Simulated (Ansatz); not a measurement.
## What a change of settings does to a run on ZrZn

The geometry is COD entry 1540230, unchecked; take it as a test cell.

First run: DFT, r2SCAN, PAW with Ansatz's default frozen-core files, scalar-relativistic (Ansatz 0.2.0).

Command: `ansatz run input.yaml --threads 1 --pin off --max-ram 2048MiB --backend cpu --events-out ev --progress --plain --runs-dir out` The run took about 22 s on 1 thread of a shared machine.

```yaml
crystal:
  lattice:
    - [3.336, 0.0, 0.0]
    - [0.0, 3.336, 0.0]
    - [0.0, 0.0, 3.336]
  atoms:
    - { symbol: Zr, position: [0.5, 0.5, 0.5] }
    - { symbol: Zn, position: [0.0, 0.0, 0.0] }
kpoints:
  mp_grid: { grid: [10, 10, 10] }
scf:
  occupations: { method: fermi_dirac, width: 0.05 }
hamiltonian:
  xc: r2scan
  pseudopotentials: { kind: paw }
output:
  forces: true
  stress: true
  efg: { contact_densities: true }
  write_density: true
  write_potential: true
  elf: true
  volumetric_format: npy
relax:
  f_tol: 0.005
  max_steps: 80
  cell: {}
```

Result: converged; relaxed volume 18.357 Å³/atom; 28 SCF iterations in all.

The input is then changed:

```diff
@@ -8,7 +8,7 @@
     - { symbol: Zn, position: [0.0, 0.0, 0.0] }
 kpoints:
-  mp_grid: { grid: [10, 10, 10] }
+  mp_grid: { grid: [15, 15, 15] }
 scf:
-  occupations: { method: fermi_dirac, width: 0.05 }
+  occupations: { method: tetrahedron }
 hamiltonian:
   xc: r2scan
@@ -18,11 +18,9 @@
   stress: true
   efg: { contact_densities: true }
-  write_density: true
-  write_potential: true
-  elf: true
-  volumetric_format: npy
 relax:
   f_tol: 0.005
   max_steps: 80
   cell: {}
+basis:
+  xc_grid: 3
```

(1) What does the second run give?

## Answers

(1) It converged; energy at zero smearing -0.7 meV/atom from the first run; relaxed volume 18.350 Å³/atom; 33 SCF iterations in all.
